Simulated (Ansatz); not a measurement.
Ta₂O₅:
```
CELL_PARAMETERS angstrom
      3.83623     0.00000     0.00000
      0.00000    13.00339     0.00000
      0.00000     0.00000     3.87636
ATOMIC_POSITIONS crystal
  Ta 0.00000 0.14592 0.03003
  Ta 0.00000 0.85408 0.03003
  Ta 0.50000 0.35408 0.96997
  Ta 0.50000 0.64592 0.96997
  O  0.50000 0.18512 0.00275
  O  0.50000 0.81488 0.00275
  O  0.00000 0.31488 0.99725
  O  0.00000 0.68512 0.99725
  O  0.00000 0.85075 0.50955
  O  0.00000 0.14925 0.50955
  O  0.50000 0.64925 0.49045
  O  0.50000 0.35075 0.49045
  O  0.50000 0.50000 0.99373
  O  0.00000 0.00000 0.00627
```

Relaxed with r²SCAN. Independent-particle spectrum: no excitons, no local fields, no scissors shift; 0.1 eV broadening; ε₁ of the summed bands alone.

### Question
Tabulate the dielectric function from the program Ansatz at the r²SCAN level (PAW).

### Answer


| E (eV) | ε₁ xx | ε₂ xx | ε₁ yy | ε₂ yy | ε₁ zz | ε₂ zz |
|---|---|---|---|---|---|---|
| 0.0 | 4.08 | 0.00 | 4.17 | 0.00 | 5.42 | 0.00 |
| 0.3 | 4.09 | 0.00 | 4.17 | 0.00 | 5.44 | 0.00 |
| 0.6 | 4.11 | 0.00 | 4.19 | 0.00 | 5.47 | 0.00 |
| 0.9 | 4.13 | 0.00 | 4.21 | 0.00 | 5.54 | 0.00 |
| 1.2 | 4.17 | 0.00 | 4.25 | 0.00 | 5.63 | 0.00 |
| 1.5 | 4.22 | 0.00 | 4.31 | 0.00 | 5.75 | 0.00 |
| 1.8 | 4.29 | 0.00 | 4.38 | 0.00 | 5.92 | 0.00 |
| 2.1 | 4.38 | 0.00 | 4.47 | 0.00 | 6.15 | 0.00 |
| 2.4 | 4.49 | 0.00 | 4.58 | 0.00 | 6.45 | 0.00 |
| 2.7 | 4.64 | 0.00 | 4.72 | 0.00 | 6.86 | 0.00 |
| 3.0 | 4.83 | 0.00 | 4.91 | 0.00 | 7.46 | 0.00 |
| 3.3 | 5.11 | 0.00 | 5.17 | 0.00 | 8.42 | 0.00 |
| 3.6 | 5.58 | 0.01 | 5.55 | 0.00 | 10.46 | 0.02 |
| 3.9 | 6.42 | 0.78 | 6.35 | 0.16 | 15.76 | 5.45 |
| 4.2 | 6.09 | 1.27 | 6.89 | 1.46 | 6.85 | 9.62 |
| 4.5 | 6.18 | 1.77 | 6.31 | 2.02 | 5.55 | 8.12 |
| 4.8 | 6.11 | 2.53 | 6.27 | 1.97 | 4.42 | 7.75 |
| 5.1 | 5.89 | 2.69 | 6.72 | 2.41 | 4.33 | 6.88 |
| 5.4 | 6.95 | 2.95 | 8.00 | 3.00 | 3.90 | 7.84 |
| 5.7 | 4.75 | 6.57 | 7.33 | 7.65 | 1.61 | 6.38 |
| 6.0 | 3.32 | 4.00 | 2.56 | 6.50 | 3.12 | 7.04 |
| 6.3 | 4.08 | 3.54 | 3.47 | 5.27 | 1.41 | 7.85 |
| 6.6 | 4.07 | 4.17 | 1.52 | 6.77 | -1.68 | 8.12 |
| 6.9 | 5.49 | 4.81 | 0.82 | 3.83 | -4.14 | 4.91 |
| 7.2 | 1.06 | 7.37 | 0.77 | 3.71 | -2.92 | 1.70 |
| 7.5 | -0.11 | 3.95 | 0.77 | 2.64 | -0.86 | 0.66 |
| 7.8 | 1.38 | 2.71 | 1.34 | 1.88 | 0.30 | 0.66 |
| 8.1 | 1.58 | 3.26 | 2.16 | 1.55 | 1.08 | 0.69 |
| 8.4 | 1.58 | 2.64 | 2.90 | 1.97 | 1.80 | 0.75 |
| 8.7 | 2.38 | 2.47 | 3.31 | 2.19 | 2.66 | 1.13 |
| 9.0 | 2.61 | 3.58 | 3.48 | 2.96 | 2.86 | 1.76 |
| 9.3 | 1.56 | 3.74 | 3.38 | 3.56 | 3.42 | 2.37 |
| 9.6 | 1.90 | 3.26 | 3.37 | 4.24 | 3.60 | 3.09 |
| 9.9 | 0.39 | 5.07 | 2.56 | 4.95 | 3.86 | 5.03 |
| 10.2 | 0.76 | 2.68 | 2.46 | 5.12 | 1.22 | 5.96 |
| 10.5 | 1.34 | 2.81 | -0.11 | 5.80 | -0.58 | 5.04 |
| 10.8 | 1.38 | 3.49 | -0.47 | 3.93 | -0.84 | 3.75 |
| 11.1 | 0.50 | 4.10 | 0.14 | 3.64 | -0.85 | 3.02 |
| 11.4 | -0.34 | 3.37 | -0.23 | 3.58 | -0.67 | 2.55 |
| 11.7 | -0.07 | 2.19 | -0.31 | 3.17 | -0.49 | 2.26 |
| 12.0 | 0.30 | 2.47 | -0.54 | 2.88 | -0.37 | 2.10 |

### Question
From ε at 3.8 eV (xx: 6.22 + 0.29i), find n, k, the normal reflectivity and the absorption coefficient.

### Answer
n = 2.49, k = 0.058, R = 18 %, α = 2kE/ħc = 22000 cm⁻¹.

With all bands, ε∞ without local fields is 4.29 (xx), 4.37 (yy), 5.62 (zz).

Space group Pmmn. The first step of the workflow began from a Materials Project structure, measured or hypothetical; the Crystallography Open Database copy checked does not list it. COD files the formula under space group No. 49, so this cell is another polymorph or a model. Its standing as an ambient phase is unchecked. Symmetry was held in the r²SCAN relaxation; its stability against distortions is not shown here. No spin polarisation was allowed. Scalar-relativistic: spin–orbit coupling is off unless named, which matters more the heavier the elements.

Potentials: the later of the program's two PAW sets.
